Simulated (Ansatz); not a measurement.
Nb (bcc (W type), Im-3m) under volume change, the program Ansatz at the LDA level (PAW), scaled uniformly.

```
V (Å³/atom)  E − E(relaxed) (meV/atom)  P (GPa)
-----------  -------------------------  -------
15.585                            93.3    20.85
16.098                            39.5    12.90
16.612                             9.4     6.02
17.126                             0.0     0.00
17.640                               ?        ?
18.154                               ?        ?
18.667                            71.3   -13.89
```

Q: Fill in the missing entries.

A: 
- 18.154, E − E(relaxed) (meV/atom): 33.1
- 18.154, P (GPa): -9.87
- 17.640, E − E(relaxed) (meV/atom): 8.6
- 17.640, P (GPa): -5.27

Q: What does a third-order Birch–Murnaghan fit give for V₀, B₀ and B′?

A: V₀ = 17.12 Å³/atom, B₀ = 188 GPa, B′ = 3.5.

Symmetry was held in the LDA relaxation. No spin polarisation was allowed.

Potentials: the earlier of the program's two PAW sets.
